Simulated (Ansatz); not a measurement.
Li₃V₄CuO₁₂: ⁵¹V NMR of the central transition

Cell: a computed structure from the Materials Project (it need not be an observed phase), taken as it stands.

```cif
data_Li3V4CuO12
_symmetry_space_group_name_H-M 'C2'
_symmetry_Int_Tables_number 5
_cell_length_a 10.2611
_cell_length_b 9.1231
_cell_length_c 5.8664
_cell_angle_alpha 90.000
_cell_angle_beta 111.523
_cell_angle_gamma 90.000
loop_
_atom_site_label
_atom_site_type_symbol
_atom_site_symmetry_multiplicity
_atom_site_Wyckoff_symbol
_atom_site_fract_x
_atom_site_fract_y
_atom_site_fract_z
Li1 Li 2 a 0.5000 0.4049 0.0000
Li2 Li 2 b 0.5000 0.2567 0.5000
Li3 Li 2 a 0.5000 0.7433 0.0000
V4 V 4 c 0.2951 0.0946 0.0198
V5 V 4 c 0.2949 0.9058 0.5188
Cu Cu 2 b 0.5000 0.5923 0.5000
O9 O 4 c 0.1161 0.1003 0.9007
O10 O 4 c 0.3626 0.2638 0.0764
O11 O 4 c 0.1160 0.9025 0.4093
O12 O 4 c 0.3589 0.9990 0.8104
O14 O 4 c 0.3605 0.0003 0.3107
O16 O 4 c 0.3637 0.7351 0.5779
```

One atom of each set is listed; the run and its k-mesh use a cell of 20 atoms with edges of 6.87, 6.87, 5.87 Å.

The numbers come from a DFT calculation in Ansatz (PBE, plane waves and PAW, scalar-relativistic, 420 eV cutoff, Γ-centred 4×4×5 k-points, Fermi–Dirac smearing 0.02 eV).

⁵¹V has I = 7/2 and Q = -52.00 mb (Pyykkö 2018); at 9.4 T its Larmor frequency is ν₀ = 105.4 MHz. Only the quadrupole interaction is simulated: positions count from each site's isotropic chemical shift, and J coupling is left out, as are shift anisotropy and dipolar coupling, which fast spinning averages.

**Question.** What does the ⁵¹V spectrum (fast magic-angle spinning) show for each site?

**Answer.** 

| site | first shell | C_Q (MHz) | η | P_Q (MHz) | δ_QIS (ppm) | breadth (kHz) |
| --- | --- | --- | --- | --- | --- | --- |
| V4 | 4 O at 1.68–1.81 Å | 4.64 | 0.52 | 4.85 | -5.40 | 1.32 |
| V5 | 4 O at 1.69–1.81 Å | 4.53 | 0.70 | 4.89 | -5.48 | 1.33 |

δ_QIS = −(ν_Q²/30ν₀²)[I(I+1) − 3/4](1 + η²/3) × 10⁶ ppm with ν_Q = 3|C_Q|/[2I(2I−1)]; it falls as 1/B₀² in ppm, and the breadth as 1/B₀ in kHz.

At this cell the principal stresses reach 5 GPa in size with PBE, which can matter for small gradients. The largest force is 0.9 eV/Å, so the atoms aren't at the calculated equilibrium and relaxing them would move these values.

The run took 2 min of wall time (2 min of CPU time) and 0.79 GiB at its peak, on 1 thread of Arm Neoverse V2 (aarch64; 8 cores open to the job, memory cap 2.5 GiB, no GPU), a shared host with a load of 0.5 a core.
